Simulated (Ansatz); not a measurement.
Here is the system:

TaS$_{2}$:
```
CELL_PARAMETERS angstrom
      3.27013     0.00000     0.00000
     -1.63507     2.83202     0.00000
      0.00000     0.00000    11.55244
ATOMIC_POSITIONS crystal
  Ta 0.00000 0.00000 0.25000
  Ta 0.00000 0.00000 0.75000
  S  0.33333 0.66667 0.11570
  S  0.66667 0.33333 0.88430
  S  0.66667 0.33333 0.61570
  S  0.33333 0.66667 0.38430
```

This is the LDA-relaxed structure. Cartesian axes are those of the cell as given.

**Question.** All from plane-wave PAW LDA (Ansatz code), unless another level is named. Give the Young's modulus.

**Answer.** 101 GPa.

**Question.** Give the elastic constants (relaxed ions, GPa).

**Answer.** C11 = 216, C12 = 67.5, C13 = 10.0, C33 = 56.5, C44 = 20.9.

Space group P6_3/mmc. The workflow started from a Materials Project entry (that database holds measured and hypothetical structures alike); the Crystallography Open Database files this formula in space group No. 194, but the cells were not matched. It is not the phase usual at ambient conditions (space group No. 164). Symmetry was held in the LDA relaxation; whether a distortion lowers the energy is not shown. The run is not spin-polarised. A crystal of weakly bound layers computed without a dispersion correction: the cell and the soft elastic constants depend strongly on that. As this level gives no gap, shear constants depend on the k-mesh and smearing (Fermi–Dirac, 0.1 eV here). Spin–orbit coupling is left out wherever it is not named.

Potentials: the later of the program's two PAW sets.
